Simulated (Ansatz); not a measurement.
Data:

Mn₃RhN:
```
Mn3RhN
1.0
    3.70561     0.00000     0.00000
    0.00000     3.70561     0.00000
    0.00000     0.00000     3.70561
Rh Mn N
1 3 1
Direct
  0.00000   0.00000   0.00000
  0.00000   0.50000   0.50000
  0.50000   0.00000   0.50000
  0.50000   0.50000   0.00000
  0.50000   0.50000   0.50000
```

This is the PBEsol-relaxed structure.

All from PBEsol in the plane-wave PAW code Ansatz, unless another level is named. Estimate the Young's modulus.

461 GPa.

Give the elastic constants (relaxed ions, GPa).

C11 = 623, C12 = 166, C44 = 158.

Space group Pm-3m (anti-perovskite). The workflow started from an entry of the Crystallography Open Database (COD). Whether it is the stable phase at ambient conditions was not checked. Symmetry was held in the PBEsol relaxation. At this level the phase is dynamically unstable (imaginary phonons). The workflow began spin-polarised and lost its moments. The volume moved by -17 % from the start of the relaxation. The volume fell by over 15 % from the filed cell, which may lack light atoms or belong to other conditions. As this level gives no gap, shear constants depend on the k-mesh and smearing (Fermi–Dirac, 0.1 eV here). On the denser mesh and wider smearing of the elastic run this cell carries a stress of 0.5 GPa.

Potentials: the later of the program's two PAW sets.
